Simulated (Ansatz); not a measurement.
Born–Oppenheimer molecular dynamics of a 24-atom In11Si2Bi11 cell at 29.60 Å³/atom, computed with Ansatz: Langevin thermostat at 300 K, 59 steps of 3.0 fs, friction 0.03 1/fs. The run is short and the cell small, so it isn't an equilibrium average.

```yaml
crystal:
  lattice:
    - [9.161704, -0.162712, 0.143824]
    - [-0.162712, 8.976784, 0.185842]
    - [0.143824, 0.185842, 8.647142]
  atoms:
    - { symbol: Bi, position: [0.5130783673, 0.8343862765, 0.0578736116] }
    - { symbol: Bi, position: [0.5387787186, 0.564573613, 0.3683692332] }
    - { symbol: Bi, position: [0.0729106008, 0.7585587195, 0.8348275342] }
    - { symbol: Bi, position: [0.9757327952, 0.5049554964, 0.4508130922] }
    - { symbol: Bi, position: [0.002510744, 0.2079716037, 0.7502157382] }
    - { symbol: Bi, position: [0.8280978038, 0.9574481019, 0.5167115708] }
    - { symbol: Bi, position: [0.8744713568, 0.0862429712, 0.1300802285] }
    - { symbol: Bi, position: [0.1649085271, 0.8492302625, 0.4102706305] }
    - { symbol: Bi, position: [0.4283229379, 0.271092603, 0.1864099798] }
    - { symbol: Bi, position: [0.2839417958, 0.4471785594, 0.6260170669] }
    - { symbol: Bi, position: [0.5111776156, 0.9713862218, 0.3837996758] }
    - { symbol: In, position: [0.2425933785, 0.09727428, 0.9597343916] }
    - { symbol: In, position: [0.84077162, 0.5082147791, 0.8178830639] }
    - { symbol: In, position: [0.5631732411, 0.1777887267, 0.8381491005] }
    - { symbol: In, position: [0.1540769749, 0.1886453088, 0.4101219113] }
    - { symbol: In, position: [0.8111309074, 0.7212334601, 0.0990393273] }
    - { symbol: In, position: [0.622146224, 0.6813503685, 0.6428737758] }
    - { symbol: In, position: [0.1672515599, 0.6673314016, 0.1233552784] }
    - { symbol: In, position: [0.703367981, 0.3077692814, 0.5686077582] }
    - { symbol: In, position: [0.3741266895, 0.9405872452, 0.7177047575] }
    - { symbol: In, position: [0.4840016316, 0.5158247658, 0.9079940064] }
    - { symbol: In, position: [0.7380832353, 0.3914533576, 0.1474527969] }
    - { symbol: Si, position: [0.1547491539, 0.447760906, 0.9343904058] }
    - { symbol: Si, position: [0.0276987018, 0.3570295521, 0.1819659404] }
  symmetry: { detect: false }
basis:
  ecutwfc: 420
  xc_grid: 1
kpoints:
  mp_grid: { grid: [1, 1, 1], shift: [0.25, 0.25, 0.25] }
hamiltonian:
  xc: pbe
scf:
  occupations: { method: fermi_dirac, width: 0.05 }
  lower_state_search: "off"
  convergence: { dr2_threshold: 1.0e-05 }
output:
  forces: true
  stress: true
md:
  timestep: 3.0
  n_steps: 59
  ensemble: nvt_langevin
  friction: 0.03
  temperature: 300.0
  initial_velocities: maxwell_boltzmann
  seed: 52924
```

```bash
ansatz run input.yaml --threads 2 --pin off --max-ram 5120MiB --backend cpu --events-out ev --progress --plain --runs-dir out
```

Theory: DFT PBE, scalar-relativistic, plane waves, PAW (Ansatz).

5 frames, positions in Å (not wrapped into the cell) and forces in eV/Å:

```xyz
24
Lattice="9.162 -0.163 0.144 -0.163 8.977 0.186 0.144 0.186 8.647" Properties=species:S:1:pos:R:3:forces:R:3 pbc="T T T" time_fs=0.0 temperature_K=288 free_energy_over_first_frame_eV=0.000
Bi    4.573    7.417    0.729   -0.220   -0.010   -0.270
Bi    4.897    5.049    3.368   -0.770   -0.360   -0.890
Bi    0.665    6.953    7.370   -0.600    0.460   -1.350
Bi    8.922    4.458    4.132   -0.100    0.750   -0.500
Bi    0.097    2.006    6.526   -0.260   -0.300   -0.260
Bi    7.505    8.556    4.765    0.470    0.300    0.230
Bi    8.016    0.656    1.267    0.010   -0.640   -0.010
Bi    1.432    7.673    3.729    0.030   -0.190    0.010
Bi    3.907    2.398    1.724   -0.300   -0.210    0.470
Bi    2.619    4.084    5.537    0.140   -0.210   -0.690
Bi    4.580    8.708    3.573   -0.130    0.550   -0.170
In    2.345    1.012    8.352   -0.510    0.050    0.760
In    7.738    4.577    7.288    0.110    0.000    0.260
In    5.251    1.660    7.362    0.270   -0.150    0.600
In    1.440    1.745    3.604    0.080   -0.020   -0.090
In    7.328    6.361    1.107    0.350    0.190    0.470
In    5.682    6.135    5.775    0.540    1.050    0.710
In    1.441    5.986    1.215    0.850    0.390    1.730
In    6.476    2.754    5.075   -0.070   -0.240   -0.700
In    3.378    8.516    6.435   -0.010   -0.950   -0.390
In    4.481    4.720    8.017   -0.320   -0.250    0.260
In    6.720    3.421    1.454    0.410    0.070   -0.070
Si    1.479    4.168    8.185   -0.150   -0.360    0.030
Si    0.222    3.234    1.644    0.170    0.080   -0.160
24
Lattice="9.162 -0.163 0.144 -0.163 8.977 0.186 0.144 0.186 8.647" Properties=species:S:1:pos:R:3:forces:R:3 pbc="T T T" time_fs=45.0 temperature_K=319 free_energy_over_first_frame_eV=-0.059
Bi    4.528    7.377    0.751   -0.080   -0.320   -0.490
Bi    4.897    4.990    3.325   -1.000    0.010   -0.700
Bi    0.589    6.942    7.371   -0.380    0.400   -0.930
Bi    8.935    4.461    4.137    0.100    0.530   -0.920
Bi    0.147    2.005    6.531   -0.420   -0.370   -0.540
Bi    7.500    8.591    4.730    0.420    0.230    0.300
Bi    8.042    0.667    1.334   -0.360   -0.890   -0.080
Bi    1.453    7.709    3.709    0.000   -0.590    0.120
Bi    3.897    2.449    1.742   -0.160   -0.270    0.130
Bi    2.588    4.085    5.539    0.250   -0.280   -0.820
Bi    4.581    8.740    3.458   -0.120    0.570    0.220
In    2.320    0.965    8.387   -0.320    0.060    0.870
In    7.762    4.563    7.295   -0.310    0.030    0.330
In    5.280    1.651    7.430    0.410   -0.140    0.240
In    1.495    1.642    3.574   -0.080    0.710    0.020
In    7.332    6.390    1.159    0.270    0.090    0.300
In    5.609    6.215    5.681    0.640    1.050    0.840
In    1.445    5.978    1.260    0.700    0.080    0.900
In    6.459    2.792    4.972   -0.160   -0.550   -0.120
In    3.339    8.544    6.417    0.150   -0.830   -0.480
In    4.502    4.710    7.910   -0.130   -0.260    0.460
In    6.820    3.457    1.602    0.370    0.050   -0.370
Si    1.448    4.077    8.136    0.110    0.360    0.000
Si    0.330    3.129    1.520    0.100    0.330    0.730
24
Lattice="9.162 -0.163 0.144 -0.163 8.977 0.186 0.144 0.186 8.647" Properties=species:S:1:pos:R:3:forces:R:3 pbc="T T T" time_fs=90.0 temperature_K=315 free_energy_over_first_frame_eV=-0.449
Bi    4.518    7.346    0.743    0.000   -0.300   -0.330
Bi    4.871    4.965    3.245   -0.900    0.610   -0.080
Bi    0.547    6.972    7.319   -0.170    0.290   -0.330
Bi    8.947    4.560    4.158   -0.020    0.240   -0.810
Bi    0.138    1.966    6.496   -0.200   -0.140   -0.310
Bi    7.493    8.575    4.690    0.740    0.350    0.450
Bi    8.035    0.624    1.371   -0.300   -0.450   -0.190
Bi    1.469    7.724    3.739    0.230   -0.670    0.040
Bi    3.904    2.480    1.771   -0.080   -0.510   -0.130
Bi    2.578    4.082    5.542    0.200   -0.360   -0.980
Bi    4.651    8.764    3.423   -0.500    0.580    0.150
In    2.326    0.874    8.549   -0.380   -0.010    0.310
In    7.743    4.576    7.360   -0.390   -0.270    0.170
In    5.336    1.657    7.432    0.270   -0.170    0.110
In    1.476    1.624    3.553    0.030    0.640    0.360
In    7.348    6.404    1.154    0.290    0.040    0.280
In    5.701    6.279    5.594    0.360    0.480    0.730
In    1.496    5.939    1.314    0.440    0.530    0.570
In    6.454    2.732    4.807   -0.080   -0.480    0.270
In    3.297    8.411    6.435    0.220   -0.410   -0.310
In    4.435    4.730    7.802    0.120   -0.240    0.500
In    6.876    3.456    1.645    0.560   -0.020   -0.480
Si    1.504    4.210    8.145   -0.210   -0.190   -0.110
Si    0.448    3.102    1.595   -0.230    0.460    0.110
24
Lattice="9.162 -0.163 0.144 -0.163 8.977 0.186 0.144 0.186 8.647" Properties=species:S:1:pos:R:3:forces:R:3 pbc="T T T" time_fs=132.0 temperature_K=299 free_energy_over_first_frame_eV=-0.824
Bi    4.539    7.287    0.659   -0.190    0.020    0.060
Bi    4.760    4.981    3.242   -0.340    0.720    0.370
Bi    0.530    6.969    7.324   -0.160    0.110   -0.200
Bi    8.890    4.631    4.109   -0.100    0.190   -0.420
Bi    0.094    1.941    6.565   -0.190   -0.070   -0.340
Bi    7.531    8.529    4.714    0.660    0.460    0.350
Bi    8.011    0.586    1.348   -0.170   -0.320   -0.150
Bi    1.437    7.688    3.749    0.380   -0.120    0.230
Bi    3.918    2.520    1.773   -0.040   -0.730   -0.210
Bi    2.529    4.054    5.530   -0.030   -0.280   -0.810
Bi    4.691    8.772    3.440   -0.500    0.400   -0.150
In    2.236    0.846    8.654   -0.150   -0.110    0.100
In    7.721    4.543    7.381   -0.320   -0.300   -0.010
In    5.301    1.651    7.516    0.290   -0.270   -0.080
In    1.466    1.656    3.601    0.140    0.330    0.350
In    7.299    6.371    1.134    0.430    0.130    0.330
In    5.762    6.285    5.665    0.110    0.080    0.330
In    1.492    6.019    1.366    0.470    0.290    0.030
In    6.479    2.654    4.730   -0.220   -0.370    0.410
In    3.330    8.320    6.426    0.050   -0.160   -0.120
In    4.349    4.642    7.764    0.100   -0.110    0.540
In    6.937    3.463    1.589   -0.260    0.070   -0.190
Si    1.401    4.177    8.274    0.070   -0.020   -0.390
Si    0.375    3.163    1.712   -0.020    0.060   -0.030
24
Lattice="9.162 -0.163 0.144 -0.163 8.977 0.186 0.144 0.186 8.647" Properties=species:S:1:pos:R:3:forces:R:3 pbc="T T T" time_fs=177.0 temperature_K=331 free_energy_over_first_frame_eV=-0.849
Bi    4.541    7.222    0.635   -0.450    0.430    0.290
Bi    4.703    5.056    3.228   -0.030    0.410    0.370
Bi    0.537    6.959    7.308   -0.060    0.030    0.060
Bi    8.817    4.702    4.064   -0.380    0.000    0.200
Bi    0.055    1.976    6.571   -0.050   -0.010   -0.320
Bi    7.629    8.510    4.665    0.080    0.360    0.380
Bi    7.986    0.605    1.366   -0.040   -0.230   -0.100
Bi    1.355    7.631    3.817    0.680    0.190    0.180
Bi    3.899    2.531    1.817    0.160   -0.660   -0.360
Bi    2.495    4.008    5.477    0.090   -0.050   -0.200
Bi    4.649    8.760    3.507   -0.200    0.360   -0.380
In    2.240    0.846    8.634   -0.260   -0.090    0.030
In    7.679    4.537    7.433   -0.180   -0.240   -0.350
In    5.242    1.524    7.532    0.320    0.070    0.030
In    1.544    1.668    3.615    0.000   -0.040    0.320
In    7.279    6.424    1.130    0.730    0.040    0.420
In    5.719    6.274    5.699    0.310    0.030    0.200
In    1.554    6.008    1.431    0.360    0.500   -0.150
In    6.457    2.499    4.753   -0.170    0.000    0.280
In    3.377    8.269    6.403   -0.250   -0.170   -0.020
In    4.321    4.632    7.840   -0.170   -0.450    0.120
In    6.918    3.467    1.486   -0.600    0.070    0.190
Si    1.337    4.242    8.347   -0.100   -0.410   -0.440
Si    0.308    3.228    1.882    0.190   -0.140   -0.750
```

Over the second half the temperature averages 339 K and the pressure (kinetic part included, positive in compression) 2.8 GPa. Mean square displacements at the end: Bi 0.03 Å², In 0.06 Å², Si 0.05 Å² (from the start of this run, the atoms' common shift taken off).

One k point is coarse for so small a cell, so forces and above all the pressure are rough.

It took 7.2 min on 2 threads of Arm Neoverse V1 (shared host), peak memory 1 GiB.